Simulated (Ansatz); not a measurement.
This guess for BaScPdC6N6 is about to be relaxed.

```
Ba Sc Pd C N
1.0
     0.00000    5.22800    5.22800
     5.22800    0.00000    5.22800
     5.22800    5.22800    0.00000
Ba Sc Pd C N
1 1 1 6 6
Direct
  0.75000 0.75000 0.75000
  0.50000 0.50000 0.50000
  0.00000 0.00000 0.00000
  0.81465 0.18535 0.18535
  0.18535 0.18535 0.81465
  0.81465 0.18535 0.81465
  0.18535 0.81465 0.81465
  0.81465 0.81465 0.18535
  0.18535 0.81465 0.18535
  0.70275 0.29725 0.29725
  0.29725 0.29725 0.70275
  0.70275 0.29725 0.70275
  0.29725 0.70275 0.70275
  0.70275 0.70275 0.29725
  0.29725 0.70275 0.29725
```

These are results of DFT PBE, scalar-relativistic, plane waves, PAW (Ansatz 0.2.0), not measurements. Cutoff 420 eV, Gaussian smearing, Γ-centred meshes. Cell and atoms relax first on a coarse mesh and then on a finer one. In between, the cell is made exact in the group found at 0.06 Å. In metals the finer mesh still leaves noise of several meV/atom or more. The steps can't lower the symmetry of their start. Collinear spin is switched on along the way, since trial moments persisted in a coarse test.

A guess keeps its type if space group and coordination stay and the shape of the cell changes little (axis ratios within about 15 %, angles within 6°); the volume may change.

Problem. Does it keep its structure type, or change into something else?

Solution. It keeps its type. The symmetry stays F-43m (No. 216). The volume per atom grows by 21.1 %, from 19.1 to 23.1 Å³. The shortest distance goes from 1.17 Å (C–N) to 1.18 Å (C–N). Counting neighbours within 15 % of an atom's shortest distance, the start has Ba 24, C 1, N 1, Pd 6, Sc 6 and the end Ba 24, C 1, N 1, Pd 6, Sc 6.

The zero of energy is the elements' standard structures at the same level (N₂ as a molecule); no fitted shifts are applied.

Problem. At what energy does it end?

Solution. +0.14 eV/atom. It can't be a ground state, since the elements alone are lower.

The last run used collinear spin, a 6×6×6 mesh for its 15-atom cell and Gaussian smearing of 0.10 eV. The reference form of C is held partly by dispersion forces, which this level lacks. Another magnetic order may lie lower. Symmetry constrained the relaxation, so the result can be a saddle point.
